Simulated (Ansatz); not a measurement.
Q: Each is relaxed and computed with r²SCAN (plane waves, PAW; program Ansatz). Which is the only metal?
A) MgAl2C2, P-3m1 (Mg on 1a, Al on 2d, C on 2d)
B) Ba2HfO4, I4/mmm (Ba on 4e, Hf on 2a, O on 4c, O on 4e)
C) HfC, zinc blende
D) Hf2C, P4/nmm (Hf on 2a, Hf on 2c, C on 2c)

A: D, Hf2C, P4/nmm (Hf on 2a, Hf on 2c, C on 2c). Hf2C: metal; HfC: gap 0.57 eV (direct); Ba2HfO4: gap 3.84 eV (indirect); MgAl2C2: gap 2.12 eV (indirect). Constructed cells (a structure type filled with these elements, in neither database checked): Hf2C, P4/nmm (Hf on 2a, Hf on 2c, C on 2c). Typed or built starts, not in the databases checked: HfC, zinc blende. Not the usual ambient phase: HfC, zinc blende. Standing as an ambient phase not checked: Ba2HfO4, I4/mmm (Ba on 4e, Hf on 2a, O on 4c, O on 4e); MgAl2C2, P-3m1 (Mg on 1a, Al on 2d, C on 2d). All cells were relaxed under the symmetry of their starts (and spin orders); stability against distortions was not tested throughout. Rows with no word on spin ran without spin polarisation. Spin–orbit coupling is left out wherever it is not named.

Potentials: the later of the program's two PAW sets.
